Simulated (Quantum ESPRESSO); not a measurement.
## Calculated data, AlIrPdW₅ (simulated cell), AlMo₂Pd₄Pt (simulated cell), AlReRh₆ (simulated cell)

All values are calculated (Quantum ESPRESSO 7.5). Calculation on a made-up metal alloy cell, not a measurement: no spin or spin-orbit, unrelaxed, 2900 K smearing, stress positive in tension, cell energy less fitted offsets; periodic Kohn-Sham density functional theory in plane waves with PseudoDojo standard norm-conserving scalar-relativistic pseudopotentials, each functional with its own files (v0.5 for PBE, v0.4.1 for LDA and PBEsol), eight atoms on drawn sites of a strained close-packed or body-centred lattice, each displaced and held fixed; the energy is the cell's free energy, ions and the entropy term -TS included, at the stated Fermi-Dirac width, less a fixed offset for each atom's element (shifted free energy); compositions with an open d shell lost a parallel starting moment in a cheaper test run, and other magnetic orders were not tried; an error bar is the largest change of its kind in a tighter rerun, never given below 0.002 eV, 0.02 GPa or 0.003 eV/angstrom, and covers cutoff and k-mesh only, not smearing or the files.

Settings shared by all entries: lattice type face-centred cubic; functional pbe; fermi dirac smearing 0.25 eV; electrons removed 0.

Notes on all entries: heavy elements are run without spin-orbit coupling, which real alloys of them have; a spin test at this wide smearing found no moment, but such smearing suppresses magnetism that the real alloy may have; lattice, volume and sites are drawn at random and may be unstable or far from any real phase; energies are for the whole cell, less offsets fitted to these runs, so they are not formation energies.

(1) AlIrPdW₅ (simulated cell)

```xyz
8
Lattice="0.0445 -0.0221 -4.0233 3.9005 0.0045 -0.0445 -0.0090 -8.0735 -0.0442" Properties=species:S:1:pos:R:3 AlIrPdW5
W      0.0052    -0.0428    -0.0157
W      0.0211    -4.0463    -0.0879
Al     1.9444    -1.9936    -0.0716
W      1.9539    -6.0146    -0.0834
W     -0.0990    -1.9370    -2.0272
Ir     0.0843    -6.1049    -2.0293
Pd     1.9532    -0.0743    -1.9639
W      1.9978    -4.0316    -2.0608
```

```
cutoff                   : 1116 eV
run command              : mpirun -np 4 pw.x -nk 4 -in in
run processor            : Intel Xeon, 2023 or later, virtual cores
k mesh                   : 6 x 6 x 3 shifted half a step off Gamma on each axis
entropy term negative ts : -1.396 eV
pressure                 : -1.15 GPa
stress xx                : -2 GPa
stress yy                : 3.79 GPa
stress zz                : 1.66 GPa
stress yz                : 0.56 GPa
stress xz                : -2.69 GPa
stress xy                : 1.46 GPa
shifted free energy      : -1.397 eV
```

Atoms:
```
atoms element  atom site  atom energy offset (eV)
            W          1                 -2063.48
            W          2                 -2063.48
           Al          3                   -63.26
            W          4                 -2063.48
            W          5                 -2063.48
           Ir          6                 -3133.86
           Pd          7                 -3687.45
            W          8                 -2063.48
```

Forces:
```
site  x (eV/Å)  y (eV/Å)  z (eV/Å)
   1    -0.113     1.338     0.487
   2    -0.123     0.098     0.541
   3     -0.51    -0.181       0.3
   4     0.186    -1.138     0.438
   5     1.542    -1.282    -0.289
   6    -0.523     -0.16    -0.344
   7    -0.223     1.203    -0.561
   8    -0.236     0.122    -0.571
```

Notes: error bars: energy 0.0044 eV, stress 0.077 GPa, force 0.0053 eV/Å, from a tighter rerun of a related cell, whose elements or sites may differ; 19 SCF iterations, 252 s of wall time on a shared machine.

(2) AlMo₂Pd₄Pt (simulated cell)

```xyz
8
Lattice="1.9449 3.8898 1.9449 1.9449 -3.8898 1.9449 3.8898 0.0000 -3.8898" Properties=species:S:1:pos:R:3 AlMo2Pd4Pt
Mo     0.0762     0.1210    -0.0151
Pd     1.8130    -0.2246    -2.0323
Pt     1.9283    -1.9133    -0.0380
Pd     3.8957    -1.9824    -1.9392
Pd     2.0602     1.9215     0.0339
Pd     3.7609     1.9524    -2.1455
Mo     1.8356     0.0502     1.9155
Al     3.7321     0.0520     0.1153
```

```
cutoff                   : 1143 eV
run command              : mpirun -np 4 pw.x -nk 4 -in in
run processor            : Intel Xeon, older, virtual cores
k mesh                   : 5 x 5 x 4 shifted half a step off Gamma on each axis
entropy term negative ts : -1.256 eV
pressure                 : 12.96 GPa
stress xx                : -12.41 GPa
stress yy                : -13.49 GPa
stress zz                : -12.98 GPa
stress yz                : 0.24 GPa
stress xz                : -1.07 GPa
stress xy                : -2.25 GPa
shifted free energy      : 0.7 eV
```

Atoms:
```
atoms element  atom site  atom energy offset (eV)
           Mo          1                 -1911.95
           Pd          2                 -3687.45
           Pt          3                 -3554.29
           Pd          4                 -3687.45
           Pd          5                 -3687.45
           Pd          6                 -3687.45
           Mo          7                 -1911.95
           Al          8                   -63.26
```

Forces:
```
site  x (eV/Å)  y (eV/Å)  z (eV/Å)
   1    -0.287    -1.605    -0.103
   2     1.856     3.172    -0.663
   3     0.527    -0.409     1.813
   4    -1.299     0.126    -1.358
   5    -2.773    -0.775    -1.046
   6     1.443     0.203     1.878
   7    -0.421    -0.265     0.501
   8     0.953    -0.446    -1.022
```

Notes: error bars: energy 0.0032 eV, stress 0.063 GPa, force 0.01 eV/Å, from a tighter rerun of a related cell, whose elements or sites may differ; 18 SCF iterations, 318 s of wall time on a shared machine.

(3) AlReRh₆ (simulated cell)

```xyz
8
Lattice="0.0000 1.9776 1.9776 -3.9551 1.9776 -1.9776 -3.9551 -5.9326 5.9326" Properties=species:S:1:pos:R:3 AlReRh6
Re     0.0524     0.0301    -0.0108
Rh    -3.9469    -3.9175     3.9431
Rh    -3.8984    -2.0792     1.8933
Rh    -3.9740    -0.0847     0.0142
Rh    -1.9792    -2.0345     3.8793
Rh    -1.9456    -0.0886     2.0116
Al    -2.0150     1.9857    -0.0904
Rh    -5.9523    -1.9135     4.0137
```

```
cutoff                   : 1197 eV
run command              : pw.x -nk 1 -in in
run processor            : AMD EPYC, Zen 5, virtual cores
k mesh                   : 8 x 5 x 3 shifted half a step off Gamma on each axis
entropy term negative ts : -2.136 eV
pressure                 : -14.6 GPa
stress xx                : 14.26 GPa
stress yy                : 14.87 GPa
stress zz                : 14.67 GPa
stress yz                : -0.4 GPa
stress xz                : -0.35 GPa
stress xy                : 0.54 GPa
shifted free energy      : 0.675 eV
```

Atoms:
```
atoms element  atom site  atom energy offset (eV)
           Re          1                 -2361.34
           Rh          2                 -3191.96
           Rh          3                 -3191.96
           Rh          4                 -3191.96
           Rh          5                 -3191.96
           Rh          6                 -3191.96
           Al          7                   -63.26
           Rh          8                 -3191.96
```

Forces:
```
site  x (eV/Å)  y (eV/Å)  z (eV/Å)
   1    -0.803    -0.163    -0.094
   2    -0.106    -0.443     0.473
   3    -0.324     0.281      0.17
   4     0.447     0.491    -0.482
   5      0.14    -0.133     0.351
   6     0.544       0.6    -0.702
   7     0.397    -0.288     0.498
   8    -0.295    -0.343    -0.214
```

Notes: error bars: energy 0.0099 eV, stress 0.14 GPa, force 0.0071 eV/Å, from a tighter rerun of a related cell, whose elements or sites may differ; 21 SCF iterations, 1722 s of wall time on a shared machine.

(4) AlReRh₆ (simulated cell)

```xyz
8
Lattice="0.0000 1.9776 1.9776 -3.9551 1.9776 -1.9776 -3.9551 -5.9326 5.9326" Properties=species:S:1:pos:R:3 AlReRh6
Rh     0.0524     0.0301    -0.0108
Re    -3.9469    -3.9175     3.9431
Rh    -3.8984    -2.0792     1.8933
Rh    -3.9740    -0.0847     0.0142
Rh    -1.9792    -2.0345     3.8793
Rh    -1.9456    -0.0886     2.0116
Al    -2.0150     1.9857    -0.0904
Rh    -5.9523    -1.9135     4.0137
```

```
cutoff                   : 1197 eV
run command              : mpirun -np 4 pw.x -nk 4 -in in
run processor            : Intel Xeon, 2023 or later, virtual cores
k mesh                   : 8 x 5 x 3 shifted half a step off Gamma on each axis
entropy term negative ts : -2.026 eV
pressure                 : -15 GPa
stress xx                : 15.47 GPa
stress yy                : 14.78 GPa
stress zz                : 14.74 GPa
stress yz                : -0.85 GPa
stress xz                : 0.98 GPa
stress xy                : -0.89 GPa
shifted free energy      : 0.231 eV
```

Atoms:
```
atoms element  atom site  atom energy offset (eV)
           Rh          1                 -3191.96
           Re          2                 -2361.34
           Rh          3                 -3191.96
           Rh          4                 -3191.96
           Rh          5                 -3191.96
           Rh          6                 -3191.96
           Al          7                   -63.26
           Rh          8                 -3191.96
```

Forces:
```
site  x (eV/Å)  y (eV/Å)  z (eV/Å)
   1    -0.817     -0.06     0.031
   2     0.729     0.115    -0.309
   3    -0.277     0.033     0.505
   4     0.738     0.443    -0.413
   5    -0.567    -0.489     0.668
   6     0.197     0.415    -0.525
   7    -0.245    -0.296     0.481
   8     0.242    -0.161    -0.437
```

Notes: error bars: energy 0.0099 eV, stress 0.14 GPa, force 0.0071 eV/Å, from a tighter rerun of a related cell, whose elements or sites may differ; 20 SCF iterations, 314 s of wall time on a shared machine.

(5) AlReRh₆ (simulated cell)

```xyz
8
Lattice="0.0000 1.9776 1.9776 -3.9551 1.9776 -1.9776 -3.9551 -5.9326 5.9326" Properties=species:S:1:pos:R:3 AlReRh6
Rh     0.0524     0.0301    -0.0108
Rh    -3.9469    -3.9175     3.9431
Rh    -3.8984    -2.0792     1.8933
Re    -3.9740    -0.0847     0.0142
Rh    -1.9792    -2.0345     3.8793
Rh    -1.9456    -0.0886     2.0116
Al    -2.0150     1.9857    -0.0904
Rh    -5.9523    -1.9135     4.0137
```

```
cutoff                   : 1197 eV
run command              : mpirun -np 4 pw.x -nk 4 -in in
run processor            : Intel Xeon, 2023 or later, virtual cores
k mesh                   : 8 x 5 x 3 shifted half a step off Gamma on each axis
entropy term negative ts : -2 eV
pressure                 : -15.25 GPa
stress xx                : 15.97 GPa
stress yy                : 15.1 GPa
stress zz                : 14.69 GPa
stress yz                : -1.02 GPa
stress xz                : 0.9 GPa
stress xy                : -0.62 GPa
shifted free energy      : 0.174 eV
```

Atoms:
```
atoms element  atom site  atom energy offset (eV)
           Rh          1                 -3191.96
           Rh          2                 -3191.96
           Rh          3                 -3191.96
           Re          4                 -2361.34
           Rh          5                 -3191.96
           Rh          6                 -3191.96
           Al          7                   -63.26
           Rh          8                 -3191.96
```

Forces:
```
site  x (eV/Å)  y (eV/Å)  z (eV/Å)
   1    -0.284    -0.415      0.31
   2    -0.406    -0.376       0.4
   3    -0.475      0.59     -0.11
   4    -0.269    -0.167     0.148
   5     0.891     0.143      0.01
   6     0.105     0.424    -0.517
   7     0.387    -0.039     0.149
   8     0.051    -0.161    -0.392
```

Notes: error bars: energy 0.0099 eV, stress 0.14 GPa, force 0.0071 eV/Å, from a tighter rerun of a related cell, whose elements or sites may differ; 22 SCF iterations, 384 s of wall time on a shared machine.

(6) AlReRh₆ (simulated cell)

```xyz
8
Lattice="0.0000 1.9776 1.9776 -3.9551 1.9776 -1.9776 -3.9551 -5.9326 5.9326" Properties=species:S:1:pos:R:3 AlReRh6
Rh     0.0524     0.0301    -0.0108
Rh    -3.9469    -3.9175     3.9431
Rh    -3.8984    -2.0792     1.8933
Rh    -3.9740    -0.0847     0.0142
Rh    -1.9792    -2.0345     3.8793
Re    -1.9456    -0.0886     2.0116
Al    -2.0150     1.9857    -0.0904
Rh    -5.9523    -1.9135     4.0137
```

```
cutoff                   : 1197 eV
run command              : mpirun -np 4 pw.x -nk 4 -in in
run processor            : Intel Xeon, 2023 or later, virtual cores
k mesh                   : 8 x 5 x 3 shifted half a step off Gamma on each axis
entropy term negative ts : -1.931 eV
pressure                 : -15.63 GPa
stress xx                : 17.2 GPa
stress yy                : 14.97 GPa
stress zz                : 14.72 GPa
stress yz                : -0.72 GPa
stress xz                : 0.43 GPa
stress xy                : -0.1 GPa
shifted free energy      : -0.06 eV
```

Atoms:
```
atoms element  atom site  atom energy offset (eV)
           Rh          1                 -3191.96
           Rh          2                 -3191.96
           Rh          3                 -3191.96
           Rh          4                 -3191.96
           Rh          5                 -3191.96
           Re          6                 -2361.34
           Al          7                   -63.26
           Rh          8                 -3191.96
```

Forces:
```
site  x (eV/Å)  y (eV/Å)  z (eV/Å)
   1    -0.945    -0.378     0.307
   2    -0.207    -0.328     0.299
   3     0.175     0.572    -0.094
   4     0.532     0.313    -0.366
   5     0.068     0.222    -0.017
   6     0.167     -0.18     0.113
   7     0.125    -0.008     0.112
   8     0.086    -0.213    -0.355
```

Notes: error bars: energy 0.0099 eV, stress 0.14 GPa, force 0.0071 eV/Å, from a tighter rerun of a related cell, whose elements or sites may differ; 21 SCF iterations, 316 s of wall time on a shared machine.
